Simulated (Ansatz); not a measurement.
# Phonon spectrum of W at 0.98 times its equilibrium volume

These are results of DFT LDA, scalar-relativistic, plane waves, PAW (Ansatz), not measurements. Cutoff 420 eV, 20×20×20 k-points (Γ-centred), Fermi-Dirac smearing of 0.15 eV. No spin polarisation. Phonons by linear response, acoustic sum rule imposed.

The cell, relaxed in shape and atoms at 0.98 times its equilibrium volume:
```yaml
crystal:
  lattice:
    - [-1.55714, 1.55714, 1.55714]
    - [1.55714, -1.55714, 1.55714]
    - [1.55714, 1.55714, -1.55714]
  atoms:
    - { symbol: W, position: [0.00000, 0.00000, 0.00000] }
```

In a metal, frequencies and elastic constants depend on the k mesh and the smearing, soft modes and shear constants most. Some empty bands missed the eigensolver's threshold. Spin–orbit coupling is left out, which matters for heavy elements. The q mesh is coarse, so values between its points are rough.

Force constants from linear response on a 2×2×2 q mesh.

Path: Γ–H–N–Γ–P–H | P–N. Distance along the path (Å⁻¹), then the branches (cm⁻¹, negative for imaginary):
```
0.000  0 0 0
0.252  39 39 66
0.504  76 76 123
0.757  109 109 167
1.009  137 137 194
1.261  158 158 203
1.513  174 174 199
1.765  183 183 190
2.018  186 186 186
2.196  184 184 188
2.374  180 181 194
2.553  173 176 202
2.731  165 169 212
2.909  157 162 221
3.087  149 157 228
3.266  144 152 233
3.444  142 151 235
3.623  139 148 230
3.801  131 140 217
3.979  118 126 195
4.157  100 107 166
4.336  79 84 131
4.514  54 58 90
4.692  28 30 46
4.871  0 0 0
5.089  35 35 55
5.308  70 70 107
5.526  102 102 151
5.744  130 130 185
5.963  155 155 207
6.181  176 176 216
6.400  191 191 213
6.618  201 201 201
6.836  183 207 207
7.055  166 208 208
7.273  154 206 206
7.492  153 202 202
7.710  161 196 196
7.928  173 191 191
8.147  182 187 187
8.365  186 186 186
8.365  201 201 201
8.491  193 199 209
8.617  184 194 216
8.744  176 185 221
8.870  168 174 226
8.996  161 162 230
9.122  152 156 233
9.248  144 152 234
9.374  142 151 235
```

Cost: 1 run of about 0.63 core-minutes, on Intel Xeon 6975P-C (Granite Rapids) (shared hosts).